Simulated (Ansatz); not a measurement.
# Is this Ta5W structure stable?

The structure comes from a generated guess, relaxed at this level; another structure or a mixture of phases may lie lower.

All numbers below come from Ansatz 0.2.0, DFT PBE, scalar-relativistic, plane waves, PAW. Plane waves to 420 eV, a 14×14×4 mesh through Γ for the 6-atom cell and 0.10 eV Gaussian smearing; no spin polarisation.

```
Ta W
1.0
     1.64207   -2.33740    0.00000
     1.64207    2.33740    0.00000
     0.00000    0.00000   13.95418
Ta W
5 1
Direct
  0.00000 0.00000 0.16039
  0.50000 0.50000 0.33015
  0.00000 0.00000 0.50000
  0.50000 0.50000 0.66985
  0.00000 0.00000 0.83961
  0.50000 0.50000 0.00000
```

The zero of energy is the elements' standard structures at the same level; no fitted shifts are applied.

Q: These tests were run: energy against the elements; random kick, then relaxation without symmetry; phonons at Γ. What do they show?

A:

```json
{"test": "energy against the elements", "result": "−0.02 eV/atom"}
{"test": "random kick, then relaxation without symmetry", "result": "returns"}
{"test": "phonons at Γ", "result": "lowest optical mode 43 cm⁻¹"}
```

It fails none of these tests outright. Whether a mixture of other phases lies lower isn't tested here. Phonons away from Γ weren't computed. Undecided: energy against the elements (too near zero for this accuracy).

For metals, differences of a few meV/atom aren't resolved. These runs have no spin–orbit coupling, which can matter for Ta and W. The kick test ran on a coarse mesh. The run for the phonons used a 16×16×4 k mesh and Fermi–Dirac smearing of 0.15 eV.
